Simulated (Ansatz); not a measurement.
Problem. Each is relaxed and computed with DFT-PBEsol in the program Ansatz with PAW potentials. Which is the only metal?
A) SiRh, CsCl type
B) FeSi2, Cmce (Fe on 8f, Fe on 8d, Si on 16g, Si on 16g)
C) SiBi2O5, Cmc2_1 (Pearson symbol oS32)
D) SiO2, rutile

Solution. A, SiRh, CsCl type. SiRh: metal; SiO2: gap 5.35 eV (direct); FeSi2: gap 0.74 eV (indirect); SiBi2O5: gap 2.70 eV. Not the usual ambient phase: SiO2, rutile. Standing as an ambient phase not checked: SiRh, CsCl type; FeSi2, Cmce (Fe on 8f, Fe on 8d, Si on 16g, Si on 16g); SiBi2O5, Cmc2_1 (Pearson symbol oS32). Unstable at this level: SiRh, CsCl type. All cells were relaxed under the symmetry of their starts (and spin orders); stability against distortions was not tested throughout. Rows with no word on spin ran without spin polarisation. Spin–orbit coupling is left out wherever it is not named.

Potentials: the later of the program's two PAW sets.
